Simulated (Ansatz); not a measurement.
**RbLuS$_{2}$ (R-3m): bands, slopes and optics on a fine k mesh**

Method: PBEsol, PAW on Ansatz 0.2.0's default frozen-core files (fitted under PBE), scalar-relativistic.

Cell and atoms were relaxed beforehand by PAW with this functional.

Command:

```sh
ansatz run input.yaml --threads 2 --pin off --max-ram 6144MiB --backend cpu --events-out ev --progress --plain --runs-dir out
```

input.yaml:

```yaml
crystal:
  lattice:
    - [1.96738896178, 1.13587254669, 7.53935284765]
    - [-1.96738896178, 1.13587254669, 7.53935284765]
    - [0.0, -2.27174509337, 7.53935284765]
  atoms:
    - { symbol: Rb, position: [0.0, 0.0, 0.0] }
    - { symbol: Lu, position: [0.5, 0.5, 0.5] }
    - { symbol: S, position: [0.230235463789, 0.230235463789, 0.230235463789] }
    - { symbol: S, position: [0.769764536211, 0.769764536211, 0.769764536211] }
kpoints:
  mp_grid: { grid: [6, 6, 6] }
scf:
  occupations: { method: fixed }
hamiltonian:
  xc: pbesol
  pseudopotentials: { kind: paw }
output:
  forces: true
  stress: true
  eigenvalues: true
  eigenstates:
    nscf_kmesh: { grid: [10, 10, 10] }
    de_dk: true
    e_range: [-9, 12.078727943]
  optics:
    e_range: [0, 25]
    de: 0.2
    sigma: 0.25
    bands: { spectra_wanted_up_to: 25 }
    nscf_kmesh: { grid: [10, 10, 10] }
checkpoint:
  write: ck
  write_wavefunctions: false
```

The program printed:

```
Warning: RAYON_NUM_THREADS=2 ignored (pool sized by the plan → 2); use --threads N
basis.fft_grid_basis auto: the FFT boxes are laid along the combinations [[1, 0, -1], [0, 1, -1], [0, 0, 1]] of the cell's own vectors, 3.935, 3.935 and 7.874 Å long. The dense box has 27×27×54 points. Along the cell's own ...
Engine: ansatz 0.2.0, x86_64-unknown-linux-gnu
Pseudopotentials: kind: paw
Pseudopotential: Rb, paw, valence charge 9, recommended cutoff 420 eV (normal), Rb.paw.azcp
Pseudopotential: Lu, paw, valence charge 25, recommended cutoff 420 eV (normal), Lu.paw.azcp
Pseudopotential: S, paw, valence charge 6, recommended cutoff 420 eV (normal), S.paw.azcp
Functional definition: PBEsol
  exchange = pbesol_x
  correlation = pbesol_c
Crystal: 4 atoms, lattice volume = 101.089 Å³
Basis set: ecut = 420 eV, 1999 PW (Γ), FFT grids on a1−a3, a2−a3, a3, exchange–correlation on 54×54×108 points (8 copies of the dense FFT grid, shifted against one another)
Bands: 28, of which v1, the nominal top of the filled ones, is band 23 counted from 1 (22 counted from 0)
Symmetry: 12 space group operations
Space group: R-3m (ITA 166), of the structure as read, at distance tolerance 4.7e-5 Å
[... 35 lines left out ...]
SCF converged after 12 iterations
Free energy (F): -19605.685994 eV
Harris-Foulkes:  -19605.685994 eV  (|F-HF|=0.00e0)
Internal energy: -19605.685994 eV  (E = F + TS)
E sigma→0 (E₀):  -19605.685994 eV
Fermi energy:    7.463251 eV
--- Per-component energies (eV) ---
  E_band       = -149.061604
  E_kinetic    = 828.207339
  E_local      = -9758.120235  (includes V_loc(G=0)·N_el)
  E_nonlocal   = 813.317106
  E_hartree    = 4118.722119
  E_xc         = -540.850697
  E_vxc        = -572.307481  (∫ρ·V_xc dr)
  E_paw        = -10992.570979  (= ΣΔE_a)
  E_vpaw       = 302.397359  (= ΣTr[D̂ρ^β])
  E_aug_tail   = 0.000032  (compensation charges beyond the density's cutoff)
  E_ewald      = -4075.830417
  E_core_change = 1.439737  (= ΣΔE_core)
  E_smearing   = -0.000000  (= −TS)
  E_closure    = -0.000000  (closes the sum)
  Σ components = -19605.685994   (vs F -19605.685994, Δ=0.00e0)
--- Forces (eV/Å), atoms counted from 1 ---
  atom   1  Rb     0.00000000     0.00000000     0.00000000
  atom   2  Lu     0.00000000     0.00000000     0.00000000
  atom   3  S      0.00000000     0.00000000     0.00049078
  atom   4  S      0.00000000    -0.00000000    -0.00049078
  max |Σ_I F_I| component: 1.56e-31 eV/Å
--- Stress (GPa, compression-positive) ---
       -0.024085       0.000000       0.000000
        0.000000      -0.024085       0.000000
        0.000000       0.000000       0.031117
  P = ⅓ Tr σ = -0.0057 GPa (-0.057 kbar)
--- Fermi surface from the table of eigenstates not read: on its mesh, or on one of the eight of every second point, the electrons fill whole bands (an insulator's do; a metal wants a denser output.eigenstates.nscf_kmesh) ---
```

The run converged.

Head of optics.tsv:

```
# E[eV]	eps2_xx	eps2_yy	eps2_zz	eps2_xy	eps2_xz	eps2_yz	eps1_xx	eps1_yy	eps1_zz	eps1_xy	eps1_xz	eps1_yz	loss_summed_bands_xx	loss_summed_bands_yy	loss_summed_bands_zz	eps
# format = ansatz-optics/6
# eps_inf(xx yy zz) = 6.095949 6.095949 5.497231
# eps_inf_bands = all
# eps_inf_summed_bands(xx yy zz) = 6.073019 6.073019 5.474299
# eps_inf_completed(xx yy zz) = 6.095949 6.095949 5.497231
# k_sum = mesh_cells
# eps2_relative_error = 0.0010
# eps_inf_relative_error = 0.0037
# f_sum_n_eff(xx yy zz) = 29.974721 29.974721 29.963316 of n_electrons = 46.000000
# f_sum_n_eff_momentum_only(xx yy zz) = 32.448543 32.448543 32.476333
# loss_f_sum_n_eff(xx yy zz) = 29.976343 29.976343 29.962869
# perfect_screening_sum(xx yy zz) = 0.835337 0.835337 0.817328
# perfect_screening_sum_on_rows(xx yy zz) = 0.835347 0.835347 0.817350
# n_bands = 85
# n_bands_set_by = photon_energy
# valid_up_to_ev = 33.911489
# least_direct_gap_ev = 2.922695e0 at k(fractional) = 0.000000 -0.500000 -0.500000, k_point = 30, channel = 0, bands = 22 23 (counted from 0)
# evaluated_top_ev = 92.200000
# all_electron_strengths = true
# band_completion = completed
# response = whole
# tolerance = 0.01
# method = lanczos_chains
# lanczos_steps = 7
# chains_run = together
# ended_by = wanted_rows_settled
# boundable_up_to_ev = 33.911489
# wanted_up_to_ev = 25.000000
# change_inside_cells = 0.0001 (estimated)
# bound_at_0(xx yy zz) = bounded bounded bounded
```

Optical peaks:

Independent-particle optical response of a crystal from Kohn-Sham bands on the fine mesh, no local fields or excitons; Cartesian axes as in the input; highest local maxima between 0.6 eV and the top less 1.5 eV.

```
Fine mesh                             : 10, 10, 10
Window top                            : 25 eV
Line width                            : 0.25 eV
Highest loss peak energy x            : 22.96 eV
Highest loss peak height x            : 2.202
Highest eps2 peak energy x            : 3.666 eV
Highest eps2 peak height x            : 9.829
Highest loss peak energy z            : 21.29 eV
Highest loss peak height z            : 2.74
Highest eps2 peak energy z            : 7.563 eV
Highest eps2 peak height z            : 8.436
Dielectric electronic (x, y, z)       : 6.096, 6.096, 5.497
Refractive index at 1 eV, x-polarised : 2.512
```

### Optical constants

Normal incidence from vacuum, light polarised along x.

```
Fine mesh  : 10, 10, 10
Line width : 0.25 eV
```

| photon energy (eV) | refractive index | extinction | reflectivity | loss function | absorption (×10⁵ cm⁻¹) |
| --- | --- | --- | --- | --- | --- |
| 0.8 | 2.496 | 0 | 0.1831 | 0 | 0 |
| 1.6 | 2.592 | 0 | 0.1964 | 0 | 0 |
| 2.4 | 2.846 | 0.001 | 0.2303 | 0 | 0.001 |
| 3.2 | 3.499 | 0.687 | 0.3243 | 0.0297 | 2.229 |
| 4 | 2.226 | 1.563 | 0.3071 | 0.1272 | 6.337 |
| 4.8 | 2.195 | 0.843 | 0.1959 | 0.1211 | 4.104 |
| 5.6 | 2.523 | 0.923 | 0.2391 | 0.0894 | 5.241 |
| 6.4 | 2.436 | 1.488 | 0.305 | 0.1092 | 9.653 |
| 7.2 | 2.078 | 1.98 | 0.3795 | 0.1212 | 14.45 |
| 8 | 1.224 | 1.806 | 0.4034 | 0.1952 | 14.64 |
| 8.8 | 1.048 | 1.38 | 0.3127 | 0.3207 | 12.31 |
| 9.6 | 1.016 | 1.334 | 0.3046 | 0.3428 | 12.98 |
| 10.4 | 0.853 | 1.16 | 0.2861 | 0.4602 | 12.23 |
| 11.2 | 0.824 | 0.88 | 0.1963 | 0.6867 | 9.988 |
| 12 | 0.871 | 0.71 | 0.13 | 0.7756 | 8.636 |
| 12.8 | 1.004 | 0.716 | 0.1133 | 0.6218 | 9.292 |
| 13.6 | 0.964 | 0.682 | 0.1078 | 0.6759 | 9.398 |
| 14.4 | 1.159 | 0.744 | 0.111 | 0.479 | 10.86 |
| 15.2 | 0.952 | 0.959 | 0.1949 | 0.5473 | 14.78 |
| 16 | 0.849 | 0.73 | 0.1405 | 0.7882 | 11.84 |
| 16.8 | 0.893 | 0.802 | 0.155 | 0.6904 | 13.66 |
| 17.6 | 0.761 | 0.721 | 0.1593 | 0.9081 | 12.86 |
| 18.4 | 0.698 | 0.703 | 0.1735 | 1.019 | 13.11 |
| 19.2 | 0.618 | 0.565 | 0.1582 | 1.42 | 10.99 |
| 20 | 0.627 | 0.496 | 0.1332 | 1.523 | 10.06 |
| 20.8 | 0.657 | 0.378 | 0.0901 | 1.502 | 7.978 |
| 21.6 | 0.675 | 0.392 | 0.0877 | 1.425 | 8.591 |
| 22.4 | 0.725 | 0.429 | 0.0821 | 1.235 | 9.734 |
| 23.2 | 0.59 | 0.232 | 0.0858 | 1.692 | 5.458 |
| 24 | 0.629 | 0.216 | 0.0684 | 1.391 | 5.253 |
| 24.8 | 0.696 | 0.114 | 0.0366 | 0.6445 | 2.876 |

**Dielectric function**

- Fine mesh: 10, 10, 10
- Line width: 0.25 eV

```csv
photon energy (eV),dielectric real xx,dielectric imag xx,dielectric real zz,dielectric imag zz
0.4,6.129,0,5.521,0
0.8,6.231,0,5.593,0
1.2,6.417,0,5.723,0
1.6,6.719,0,5.931,0
2,7.208,0,6.259,0
2.4,8.098,0.003,6.843,0.004
2.8,10.29,0.655,8.177,0.589
3.2,11.77,4.809,8.279,2.487
3.6,8.043,9.829,7.544,3.939
4,2.511,6.958,6.673,4.13
4.4,3.118,4.211,5.634,4.709
4.8,4.107,3.703,4.853,3.997
5.2,4.8,3.708,5.81,3.269
5.6,5.513,4.659,6.777,4.862
6,5.511,6.58,5.916,6.968
6.4,3.719,7.25,3.8,7.336
6.8,2.699,7.809,2.923,6.855
7.2,0.396,8.231,2.946,6.917
7.6,-1.72,6.544,0.816,8.436
8,-1.762,4.422,-0.812,6.553
8.4,-1.31,3.453,-1.498,5.93
8.8,-0.806,2.893,-2.162,4.064
9.2,-0.391,2.912,-0.982,3.356
9.6,-0.747,2.711,-1.517,3.526
10,-0.637,2.288,-1.579,2.602
10.4,-0.618,1.98,-1.535,2.002
10.8,-0.364,1.585,-1.094,1.369
11.2,-0.095,1.45,-0.614,1.111
11.6,0.055,1.389,-0.246,1.079
12,0.255,1.237,-0.087,1.036
12.4,0.514,1.361,0.163,0.958
12.8,0.495,1.438,0.397,1.085
13.2,0.482,1.51,0.309,1.131
13.6,0.465,1.315,0.449,0.954
14,0.772,1.339,0.771,1.073
14.4,0.791,1.725,0.809,1.287
14.8,0.515,1.933,0.564,1.636
15.2,-0.013,1.827,0.342,1.405
15.6,0.013,1.349,0.356,1.232
16,0.189,1.24,0.408,1.289
16.4,0.294,1.297,0.376,1.218
16.8,0.153,1.432,0.349,1.265
17.2,-0.013,1.212,0.177,1.151
17.6,0.06,1.098,0.298,0.903
18,0.035,1.05,0.528,1.065
18.4,-0.008,0.981,0.327,1.209
18.8,-0.028,0.808,0.191,1.063
19.2,0.063,0.698,0.22,0.954
19.6,0.138,0.665,0.356,0.971
20,0.147,0.622,0.128,1.241
20.4,0.192,0.535,-0.199,0.914
20.8,0.289,0.498,-0.211,0.602
21.2,0.348,0.552,0,0.365
21.6,0.302,0.53,0.142,0.323
22,0.372,0.489,0.283,0.324
22.4,0.342,0.622,0.286,0.336
22.8,0.154,0.45,0.326,0.298
23.2,0.295,0.274,0.375,0.225
23.6,0.389,0.322,0.463,0.24
24,0.348,0.272,0.471,0.231
24.4,0.411,0.201,0.522,0.186
24.8,0.471,0.159,0.582,0.177
```

Caveats: frozen-core PAW files fitted under PBE, their cores solved anew for the functional of the run; no spin-orbit coupling on heavy atoms; semilocal gaps are low, and what follows the gap (onsets, screening, light masses) shifts with it.

Time and hardware: 2 min on 2 threads of Intel(R) Xeon(R) Platinum 8488C (Sapphire Rapids), with other jobs on the host, peak memory 2.4 GiB.
